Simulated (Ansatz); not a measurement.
ScGe:
```cif
data_Ge4Sc4
_chemical_formula_sum 'Sc4 Ge4'
_space_group_name_H-M_alt 'Cmcm'
_space_group_IT_number 63
_space_group_name_Hall '-C 2c 2'
_cell_length_a 3.93877
_cell_length_b 9.88984
_cell_length_c 3.69299
_cell_angle_alpha 90.000
_cell_angle_beta 90.000
_cell_angle_gamma 90.000
loop_
_atom_site_label
_atom_site_type_symbol
_atom_site_symmetry_multiplicity
_atom_site_Wyckoff_symbol
_atom_site_fract_x
_atom_site_fract_y
_atom_site_fract_z
_atom_site_occupancy
Sc1 Sc 4 c 0.00000 0.13633 0.75000 1
Ge1 Ge 4 c 0.00000 0.58991 0.25000 1
```
(The calculation used a cell of 4 atoms; values per cell refer to that cell.)

Relaxed at zero pressure with LDA in the plane-wave PAW code Ansatz.

**Question.** The volume is lowered by 6 % and shape and atoms relax at that volume. What pressure results, and how do the axes share the change?

**Answer.** 7.5 GPa; a -2.1 %, b -2.0 %, c -2.0 %; the energy rises by 24 meV/atom.

**Question.** Give the new structure.

**Answer.** 
Space group Cmcm (No. 63); a = 3.8551 Å, b = 9.6925 Å, c = 3.6189 Å, α = β = γ = 90.00°

```
atom  site  symmetry       x       y       z
----  ----  --------  ------  ------  ------
Sc      4c       m2m  0.0000  0.1370  0.7500
Ge      4c       m2m  0.0000  0.5898  0.2500
```

The phase is kept; no other phase was compared at this pressure.

The workflow started from a Materials Project entry (that database holds measured and hypothetical structures alike); the Crystallography Open Database copy checked does not list it. Whether it is the stable phase at ambient conditions was not checked. The LDA relaxation kept the symmetry of its start; of distortions, only those at the zone centre were tested. No spin polarisation was allowed.

Potentials: the later of the program's two PAW sets.
